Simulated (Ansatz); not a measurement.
The start is a relaxed Ta cell, doubled along one cell vector, shaken by Gaussian noise of σ = 0.08 Å a coordinate. The cell and all atomic positions are relaxed at zero pressure with PBEsol (plane waves to 420 eV, PAW, scalar-relativistic; Ansatz, an electronic-structure program). First-step values are on the input's coarse k-mesh.

Ansatz input (later rounds restart from its end on a renewed k-mesh):
Ansatz 0.2 input:
```yaml
crystal:
  lattice:
    - [4.8074636046, 0, 0]
    - [-2.4037318023, 4.1633856093, 0]
    - [0, 0, 5.3920633916]
  atoms:
    - { symbol: Ta, position: [0.0054290938, 0.0321079653, -0.0329475136] }
    - { symbol: Ta, position: [0.0151142215, -0.0160340815, 0.5062349124] }
    - { symbol: Ta, position: [0.3291003636, 0.6492358001, 0.2520685517] }
    - { symbol: Ta, position: [0.3112858321, 0.6818329672, 0.7356393644] }
    - { symbol: Ta, position: [0.6792271416, 0.330527944, 0.2633489404] }
    - { symbol: Ta, position: [0.6797674007, 0.3466794283, 0.7475110748] }
basis: { ecutwfc: 420, ecutrho_ratio: 4, xc_grid: 2, fft_grid_basis: typed }
kpoints: { mp_grid: { grid: [8, 8, 6] } }
hamiltonian:
  xc: pbesol
  dispersion: none
  pseudopotentials: { azcp: { folder: ./paw }, kind: paw }
scf: { occupations: { method: fermi_dirac, width: 0.05 } }
relax: { f_tol: 0.01, max_steps: 100, cell: { stress_tol: 0.02 } }
output: { forces: true, stress: true }
```

Task: How much energy is released per atom?

Result: 0.36 eV/atom.

Task: How does the volume per atom move from start to end?

Result: -1.7 %, from 17.99 to 17.68 Å³/atom.

Task: How do the shortest distances between atoms change?

Result: The closest pairs of elements (up to four, under 3.6 Å), start → end: Ta–Ta 2.50 → 2.84 Å.

Task: What band gap does the relaxed structure have at this level?

Result: No gap (metallic).

Task: Write out the relaxed structure.

Result: 
Space group Im-3m (No. 229); a = 3.2819 Å, b = 3.2819 Å, c = 3.2819 Å, α = 90.00°, β = 90.00°, γ = 90.00°

```
atom  site  symmetry       x       y       z
----  ----  --------  ------  ------  ------
Ta      2a      m-3m  0.0000  0.0000  0.0000
```
(The calculation used a cell of 1 atom; values per cell refer to that cell.)

Final values are on a 20×20×20 k-mesh of the relaxed cell. The start holds a very short contact (Ta–Ta 2.50 Å). No spin polarisation in the result.

Of the parent cell (P6/mmm (No. 191)): it is a generated cell of Ta: the first start was made by placing the elements on the sites of a structure type, and the end was not matched to a known phase here, so it may be hypothetical. Known forms of Ta include space group No. 229.
